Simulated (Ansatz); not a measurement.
Q: Each is relaxed and computed with the program Ansatz at the HSE06 level (PAW). Which alone has a direct gap?
A. Ba2CaMoO6, Fm-3m (Ba on 8c, Ca on 4a, Mo on 4b, O on 24e)
B. ScTaPb2O6, Fm-3m (Sc on 4a, Ta on 4b, Pb on 8c, O on 24e)
C. NbInO4, P2/c (Nb on 2e, In on 2f, O on 4g, O on 4g)
D. Cs2ScAgCl6, Fm-3m (Cs on 8c, Sc on 4a, Ag on 4b, Cl on 24e)

A: B, ScTaPb2O6, Fm-3m (Sc on 4a, Ta on 4b, Pb on 8c, O on 24e). ScTaPb2O6: gap 3.65 eV (direct); Ba2CaMoO6: gap 3.54 eV (indirect); Cs2ScAgCl6: gap 4.96 eV (indirect); NbInO4: gap 4.86 eV (indirect). Standing as an ambient phase not checked: ScTaPb2O6, Fm-3m (Sc on 4a, Ta on 4b, Pb on 8c, O on 24e); Ba2CaMoO6, Fm-3m (Ba on 8c, Ca on 4a, Mo on 4b, O on 24e); Cs2ScAgCl6, Fm-3m (Cs on 8c, Sc on 4a, Ag on 4b, Cl on 24e); NbInO4, P2/c (Nb on 2e, In on 2f, O on 4g, O on 4g). All cells were relaxed under the symmetry of their starts (and spin orders); stability against distortions was not tested throughout. Rows with no word on spin ran without spin polarisation. Scalar-relativistic: spin–orbit coupling is off unless named, which matters more the heavier the elements.

Potentials: the later of the program's two PAW sets.
